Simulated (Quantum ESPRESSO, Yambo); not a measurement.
Li₄WO₅ (space group I4, No. 79): static response along x against the Γ-centred k mesh (Yambo on LDA (Quantum ESPRESSO, PseudoDojo norm-conserving, 84 Ry, scalar-relativistic) bands; 77 bands, 3 Ry block). The smallest direct LDA gap is 3.24 eV. Axes are Cartesian, with cell vectors (Å) (-3.27, 3.27, 2.05), (3.27, -3.27, 2.05), (3.27, 3.27, -2.05).

| k mesh | ε(0), independent particles | ε(0), RPA with local fields | rough Yambo cost |
|---|---|---|---|
| 2×2×2 | 5.45 | 4.17 | about 1/7 |
| 4×4×4 | 5.29 | 4.06 | about 1/2 |
| 6×6×6 | 5.29 | 4.06 | 1 |

The last step changes the RPA value by 0.0 %. Electronic response only; costs are rough.

Spin-orbit coupling is not included.

Geometry of the Materials Project entry, not relaxed at this level; primitive cell a = 5.0593 Å, b = 5.0593 Å, c = 5.0593 Å, α = 99.48°, β = 99.48°, γ = 132.12°.

The structure is a Materials Project entry; no match was found in the copy of COD used, and its stability was not checked.
